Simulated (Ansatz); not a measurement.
# Y (P6_3/mmc): electronic heat capacity and spin susceptibility from the density of states

The calculation used DFT PBE, scalar-relativistic, plane waves, PAW (Ansatz 0.2.0).

Settings: cutoff 420 eV, Γ-centred mesh 15×15×8 on the computed 2-atom cell, Gaussian smearing of 0.10 eV; no spin polarisation.

Relaxed cell: P6_3/mmc, a = 3.657 Å, b = 3.657 Å, c = 5.674 Å, α = 90.00°, β = 90.00°, γ = 120.00°, 2 atoms in the primitive cell.

The density of states at the Fermi level is 3.897 states/eV in the cell of 2 atoms (2 formula units; both spins, tetrahedra on a 23×23×12 mesh).

**Question.** What Sommerfeld coefficient and Pauli susceptibility does this give?

**Answer.** Per formula unit N(E_F) = 1.949 states/eV. γ = (π²/3) k_B² N(E_F) N_A = 2.357 mJ/(mol K²) per state/eV, so γ = 4.6 mJ/(mol K²), a mole of formula units. χ_P = μ_B² N(E_F) N_A = 3.23×10⁻⁵ emu/mol per state/eV gives 6.3×10⁻⁵ emu/mol. This is the bare band result: a measured γ of the same phase is as a rule larger by a factor 1 + λ from phonons and spin fluctuations, the spin part of χ is larger by the Stoner factor, and a measured χ also holds orbital and core terms. N(E_F) at one energy is sensitive to the mesh where the density of states has sharp peaks.

Cost: 1 run of about 0.52 core-minutes, on Arm Neoverse V2 (shared hosts).